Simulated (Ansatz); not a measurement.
Relaxed-ion elastic tensor of Ti$_{3}$AlC (anti-perovskite, Pm-3m) in GPa (Voigt order), PBEsol (plane waves, PAW; program Ansatz); density 4.27 g/cm³, 14.19 Å³ per atom.

```
 336  76.8  76.8   0.0   0.0   0.0
76.8   336  76.8   0.0   0.0   0.0
76.8  76.8   336   0.0   0.0   0.0
 0.0   0.0   0.0  88.3   0.0   0.0
 0.0   0.0   0.0   0.0  88.3   0.0
 0.0   0.0   0.0   0.0   0.0  88.3
```

### Question
Is the crystal mechanically stable?

### Answer
Yes: the smallest eigenvalue of C is 88.3 GPa.

### Question
Work out the Voigt, Reuss and Hill averages.

### Answer
K_V = 163, K_R = 163, K_H = 163; G_V = 105, G_R = 101, G_H = 103 GPa.

### Question
Give Young's modulus, Poisson's ratio, Pugh's ratio and the universal anisotropy index.

### Answer
E = 9KG/(3K + G) = 255 GPa; ν = 0.24; K/G = 1.58 (brittle by the Pugh limit of 1.75); A_U = 5G_V/G_R + K_V/K_R − 6 = 0.18.

### Question
Estimate the sound speeds and the Debye temperature.

### Answer
v_l = √((K + 4G/3)/ρ) = 8380 m/s, v_t = √(G/ρ) = 4910 m/s, mean 5440 m/s; Θ = (h/k)(3n/4πV)^(1/3) v_m = 669 K.

### Question
Give the Zener ratio and Young's modulus along [100], [110] and [111].

### Answer
A = 2C44/(C11 − C12) = 0.68; 1/E = S11 − 2(S11 − S12 − S44/2)Γ with Γ = 0, 1/4, 1/3 gives 307, 241, 224 GPa.

### Question
Solve the Christoffel equation for the three sound speeds along [100], [110], [111].

### Answer
Eigenvalues of C_ijkl n_j n_l equal ρv². In km/s, slowest first: [100] 4.55, 4.55, 8.86; [110] 4.55, 5.50, 8.30; [111] 5.20, 5.20, 8.11.

The workflow started from a Materials Project entry (that database holds measured and hypothetical structures alike); the Crystallography Open Database copy checked does not list it. Its standing as an ambient phase is unchecked. The PBEsol relaxation kept the symmetry of its start; of distortions, only those at the zone centre were tested. No spin polarisation was allowed. As this level gives no gap, shear constants depend on the k-mesh and smearing (Fermi–Dirac, 0.1 eV here).

Potentials: the later of the program's two PAW sets.
